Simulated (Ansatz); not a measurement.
**Heated and quenched cell In32O48**

Theory: DFT, PBEsol, PAW, plane waves (Ansatz 0.2.0).

Command:

```sh
ansatz run in.yaml --threads 8 --pin off --max-ram 118750MiB --runs-dir r --events-out ev --progress --plain --backend cuda --devices 0,
```

The input less its lattice and atoms:

```yaml
accuracy: low
kpoints:
  mp_grid: { grid: [1, 1, 1] }
hamiltonian:
  xc: pbesol
scf:
  occupations: { method: fermi_dirac, width: 0.1 }
md:
  ensemble: nvt_langevin
  timestep: 2.5
  n_steps: 600
  temperature: 5000
  temperature_schedule: [{ n_steps: 300, end_temperature: 5000 }, { n_steps: 300, end_temperature: 300 }]
  friction: 0.02
  initial_velocities: maxwell_boltzmann
  seed: 1
```

Start:

```xyz
80
Lattice="10.4663 0.0000 0.0000 0.0000 10.4663 0.0000 0.0000 0.0000 10.4663" Properties=species:S:1:pos:R:3 pbc="T T T"
In    2.7923    2.7108    2.4975
In    4.8464   10.1806    2.5336
In    0.5240    0.1495    7.8658
In    2.7760    4.9616   10.1445
In    8.0759    0.1822   10.4203
In   10.4143    2.6101    4.8988
In   10.3198    8.0820   10.3660
In    0.3898    4.9866    2.3794
In    2.4278    0.3418    5.1962
In    5.5985    2.5311    0.0686
In    5.9101    5.1779    2.7369
In    7.9305    5.6478   10.4146
In    2.6885   10.1528    0.2210
In    5.8674    2.3140    5.3860
In    5.6630    0.3759    7.7590
In   10.0318    9.9676    2.7075
In    7.6515    2.5980    2.8849
In    8.2343    4.9494    4.9907
In    2.8984    5.6401    5.2386
In   10.3659    7.8087    5.5655
In    0.0537    2.3295    9.9880
In    2.8811    8.0679    2.6871
In    5.2361    7.6045    4.8716
In    2.4464    2.6258    7.8376
In    4.9134    5.2150    7.6741
In    7.9165    7.5226    8.0518
In    2.5026    7.6840    7.8150
In    7.7308    7.7971    2.4418
In    7.5733    2.8045    7.5253
In    9.9700    5.2524    7.7582
In    8.1057    9.8601    5.3444
In    5.3080    7.7027   10.1084
O     4.0916    1.8147    3.8525
O     6.7349    3.3269    4.0035
O     1.3793    1.5534    6.4382
O     4.2046    4.1349    1.6999
O     4.2924    5.9343    3.4711
O     6.7124    0.9355    1.8183
O     1.4697    4.0230    3.9301
O     3.5799    4.1676    6.4828
O     1.4768    6.3768    1.2342
O     1.0719    3.6888    1.1975
O     1.5668    0.8815    3.5105
O     3.1599    1.2160    1.0328
O     6.3385    6.9781    1.2989
O     4.3259    8.4794    1.0331
O     8.9261    9.3904    1.1522
O     7.0141    4.2219    1.3807
O     9.2188    1.1700    8.9870
O     6.9810    0.7526    6.6538
O     8.8248    1.4750    4.0231
O     3.7472    1.1113    7.0545
O     8.9822    3.4694    6.3611
O     9.5018    1.9790    1.0025
O     9.4797    4.1159    3.6950
O     9.1938    6.6152    1.8973
O     1.2850    9.1423    9.0239
O     1.2304    6.3537    6.6973
O     1.6601    3.9745    8.6094
O     1.2246    6.8543    3.7764
O     6.5033    9.7160    3.5306
O     0.9832    9.2772    1.7172
O     3.5074    9.1314    3.8137
O     1.6867    8.9947    6.4290
O     3.7300    6.4300    9.4988
O     4.1039    3.6150    9.1211
O     6.4136    1.2659    9.5730
O     1.6238    1.5954    9.1966
O     9.4875    6.5739    9.4118
O     9.4594    9.3749    6.7706
O     7.1404    9.0971    9.0748
O     6.1720    8.5888    6.2741
O     4.0340    6.8881    6.6074
O     9.5225    8.7561    4.3120
O     6.5319    6.6085    8.7810
O     6.3559    4.0301    6.9430
O     3.9626    9.2189    8.5309
O     8.6363    5.8913    6.4597
O     6.6054    6.5166    3.9058
O     8.6746    4.0257    8.9202
```

Some of the steps:

```
step  free energy without the kinetic part, less step 39 (eV)  temperature (K)  largest force component (eV/Å)
  39                                                    0.000             4816                           11.72
  79                                                    0.619             4126                            8.88
 119                                                    2.824             4861                            7.35
 159                                                   10.200             5656                            7.15
 199                                                   16.396             4766                            9.61
 239                                                   17.305             4357                            6.46
 279                                                   21.278             4511                           10.03
 319                                                   24.844             5034                            6.15
 359                                                   19.791             3686                            6.07
 399                                                    5.224             3425                            9.50
 439                                                   -2.089             3481                            5.51
 479                                                   -5.079             2604                            8.23
 519                                                  -10.311             2309                            4.39
 559                                                  -16.065             1179                            4.36
 599                                                  -25.101              635                            3.27
```

End:

```
In O
1.0
    10.46628    0.00000    0.00000
     0.00000   10.46628    0.00000
     0.00000    0.00000   10.46628
In O
32 48
Direct
  0.33411 0.34447 0.28516
  0.58811 0.93195 0.21684
  0.93030 0.11130 0.70956
  0.28889 0.48098 0.01308
  0.75508 0.02277 0.91982
  0.92214 0.31937 0.46752
  0.96020 0.75425 0.90913
  0.02237 0.48810 0.12075
  0.25825 0.03470 0.35810
  0.41610 0.18397 0.01043
  0.49828 0.56148 0.21280
  0.73043 0.54906 0.04097
  0.16101 0.93391 0.94929
  0.52280 0.17955 0.48538
  0.55845 0.96682 0.69420
  0.94494 0.95789 0.18449
  0.67414 0.26917 0.24868
  0.63509 0.48632 0.49358
  0.21180 0.58262 0.46535
  0.08104 0.87578 0.55022
  0.99426 0.20949 0.00103
  0.19033 0.77443 0.21975
  0.47724 0.80661 0.45346
  0.28209 0.12301 0.72111
  0.50524 0.43413 0.77515
  0.74510 0.71177 0.70572
  0.29128 0.71091 0.74148
  0.84407 0.69593 0.39929
  0.78368 0.40311 0.76660
  0.08469 0.42487 0.76082
  0.78190 0.00478 0.46800
  0.49067 0.79162 0.94555
  0.37682 0.89075 0.29797
  0.52256 0.35519 0.39877
  0.96225 0.04186 0.52781
  0.40507 0.58378 0.88490
  0.63345 0.68392 0.42442
  0.24401 0.30255 0.10113
  0.40116 0.59064 0.36938
  0.37128 0.16791 0.35937
  0.20036 0.56090 0.18274
  0.10916 0.49944 0.93858
  0.68531 0.46742 0.21815
  0.55910 0.02150 0.00887
  0.68213 0.81408 0.86193
  0.59498 0.70189 0.11328
  0.60925 0.09449 0.30432
  0.47845 0.31962 0.14585
  0.94408 0.94744 0.85740
  0.75161 0.00788 0.69224
  0.75284 0.21588 0.43059
  0.45916 0.14348 0.66537
  0.94399 0.33448 0.65642
  0.89923 0.34221 0.11482
  0.08233 0.35257 0.34557
  0.89345 0.63119 0.08295
  0.82775 0.09057 0.09284
  0.33020 0.04543 0.88768
  0.19390 0.37999 0.43030
  0.28787 0.74881 0.54004
  0.78579 0.89362 0.30125
  0.28874 0.80029 0.03451
  0.10018 0.92104 0.33166
  0.11063 0.07128 0.08846
  0.16622 0.55855 0.65322
  0.36240 0.31636 0.85447
  0.84424 0.20885 0.85171
  0.09888 0.22941 0.79537
  0.12700 0.82099 0.77274
  0.89440 0.76141 0.58391
  0.87843 0.58821 0.81201
  0.58181 0.96380 0.49556
  0.23678 0.00756 0.56102
  0.04422 0.82138 0.07753
  0.61469 0.58068 0.67360
  0.63463 0.33458 0.63527
  0.45773 0.81708 0.75190
  0.06356 0.70081 0.40261
  0.83798 0.50089 0.45051
  0.64241 0.42447 0.91260
```

The run ended as planned.

Time: 6.9 min of wall time on one NVIDIA GB300 with 8 processor threads, on a host shared with other runs; peak host memory 2 GiB.
